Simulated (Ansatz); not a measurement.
Cu4SiP8:
```
Cu4SiP8
1.0
   -6.09128     6.09128     2.85007
    6.09128    -6.09128     2.85007
    6.09128     6.09128    -2.85007
Si Cu P
2 8 16
Direct
  0.75000   0.25000   0.50000
  0.00000   0.00000   0.00000
  0.63758   0.44786   0.21412
  0.17346   0.88758   0.68972
  0.23374   0.42346   0.78588
  0.19786   0.48374   0.31028
  0.11242   0.80214   0.28588
  0.57654   0.36242   0.81028
  0.51626   0.82654   0.71412
  0.55214   0.76626   0.18972
  0.63910   0.66488   0.79703
  0.59207   0.88910   0.47422
  0.86785   0.84207   0.20297
  0.41488   0.11785   0.52578
  0.11090   0.58512   0.70297
  0.15793   0.36090   0.02578
  0.88215   0.40793   0.29703
  0.33512   0.13215   0.97422
  0.92461   0.49854   0.88114
  0.79346   0.17461   0.92606
  0.61740   0.04346   0.11886
  0.24854   0.86740   0.07394
  0.82539   0.75146   0.61886
  0.95654   0.07539   0.57394
  0.13260   0.20654   0.38114
  0.50146   0.38260   0.42606
```

Relaxed with r²SCAN. Special points in fractions of this cell's reciprocal vectors: Γ (0.000, 0.000, 0.000); X (0.000, 0.000, 0.500); M (-0.500, 0.500, 0.500); Z (0.305, 0.305, -0.305); Z0 (-0.305, 0.695, 0.305); P (0.250, 0.250, 0.250); N (0.000, 0.500, 0.000).

Task: List the band energies nearest the valence-band maximum at these points for DFT-r²SCAN in the program Ansatz with PAW potentials.

Result: In eV from the valence-band maximum; about four levels below and three above (degenerate sets whole), none deeper than 8.9 eV; points with the same levels are listed once.

| k | below | above |
|---|---|---|
| Γ | -0.72 -0.72 -0.70 -0.70 -0.34 | 1.83 1.83 2.08 |
| X | -0.80 -0.80 -0.18 -0.18 | 1.69 1.69 1.79 1.79 |
| M | -0.30 -0.30 -0.09 -0.09 | 1.81 1.81 2.02 2.02 2.02 2.02 |
| Z | -0.57 -0.57 -0.47 -0.36 -0.31 | 1.70 1.91 1.91 1.92 |
| P | -0.55 -0.55 -0.55 -0.55 | 1.84 1.84 1.96 1.96 |
| N | -0.67 -0.56 -0.53 -0.32 | 1.71 1.90 1.94 |

Space group I4_1/a. The first step of the workflow began from a Materials Project structure, measured or hypothetical; the Crystallography Open Database copy checked does not list it. Whether it is the stable phase at ambient conditions was not checked. The cell was relaxed with r²SCAN under the symmetry of its start; whether a distortion lowers the energy is not shown. The run is not spin-polarised.

Potentials: the later of the program's two PAW sets.
